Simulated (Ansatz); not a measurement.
The start is a relaxed Ag cell displaced along its unstable phonon at q = (½, 0, 0) of its primitive reciprocal cell (31i cm⁻¹), largest move 0.15 Å. Cell shape, volume and atoms are optimised at zero target pressure with PBE (plane waves to 420 eV, PAW, scalar-relativistic; Ansatz, a first-principles code). The first steps use a coarse 5×9×9 k-mesh.

Input geometry:
```
Ag
1.0
    0.00000     6.21972     6.21972
    3.10986     0.00000     3.10986
    3.10986     3.10986     0.00000
Ag
4
Direct
  0.37500   0.78884   0.72492
  0.87500   0.71116   0.77508
  0.25000   0.53884   0.47492
  0.75000   0.46116   0.52508
```

How does the volume per atom move from start to end?

-40.7 %, from 30.08 to 17.84 Å³/atom.

Does it find its way back to the structure it was made from?

It does not go back: it reaches Fm-3m (No. 225), fcc (Cu type), 0.78 eV/atom below the parent.

How do the shortest distances between atoms change?

The closest pairs of elements (up to four, under 3.6 Å), start → end: Ag–Ag 2.69 → 2.93 Å.

What band gap does the relaxed structure have at this level?

Zero (metallic).

Give the final cell and atomic positions.


```cif
data_Ag4
_chemical_formula_sum 'Ag4'
_space_group_name_H-M_alt 'Fm-3m'
_space_group_IT_number 225
_space_group_name_Hall '-F 4 2 3'
_cell_length_a 4.14818
_cell_length_b 4.14818
_cell_length_c 4.14818
_cell_angle_alpha 90.000
_cell_angle_beta 90.000
_cell_angle_gamma 90.000
loop_
_atom_site_label
_atom_site_type_symbol
_atom_site_symmetry_multiplicity
_atom_site_Wyckoff_symbol
_atom_site_fract_x
_atom_site_fract_y
_atom_site_fract_z
_atom_site_occupancy
Ag1 Ag 4 a 0.00000 0.00000 0.00000 1
```
(The calculation used a cell of 1 atom; values per cell refer to that cell.)

Final values are on a 19×19×19 k-mesh of the relaxed cell. No spin polarisation in the result.

The run could not lose the symmetry of its start.

Of the parent cell (Fd-3m (No. 227)): it is a generated cell of Ag: the first start was made by placing the elements on the sites of a structure type, and the end was not matched to a known phase here, so it may be hypothetical. Known forms of Ag include space group No. 225.
